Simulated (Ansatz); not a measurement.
Input:

Sn$_{2}$Pt:
Space group Fm-3m (No. 225); a = b = c = 6.451 Å, α = β = γ = 90.00°

```
atom  site  symmetry       x       y       z
----  ----  --------  ------  ------  ------
Sn      8c      -43m  0.2500  0.2500  0.2500
Pt      4a      m-3m  0.0000  0.0000  0.0000
```
(The calculation used a cell of 3 atoms; values per cell refer to that cell.)

This is the PBEsol-relaxed structure.

### Question
All from DFT-PBEsol in the program Ansatz with PAW potentials, unless another level is named. Predict the formation energy from the elements (no fitted shifts).

### Answer
-0.46 eV/atom.

### Question
What about the density of states at the Fermi level?

### Answer
0.33 states/eV per atom (mean over ±0.08 eV).

### Question
Predict the gap with spin–orbit coupling.

### Answer
none (metallic).

The workflow started from a Materials Project entry (that database holds measured and hypothetical structures alike); the Crystallography Open Database files this formula in space group No. 225, but the cells were not matched. Whether it is the stable phase at ambient conditions was not checked. The cell was relaxed with PBEsol under the symmetry of its start; of distortions, only those at the zone centre were tested. The run is not spin-polarised. The references are the lowest solids computed at this level, not always the standard phases. Scalar-relativistic: spin–orbit coupling is off unless named, which matters more the heavier the elements.

Potentials: the later of the program's two PAW sets.
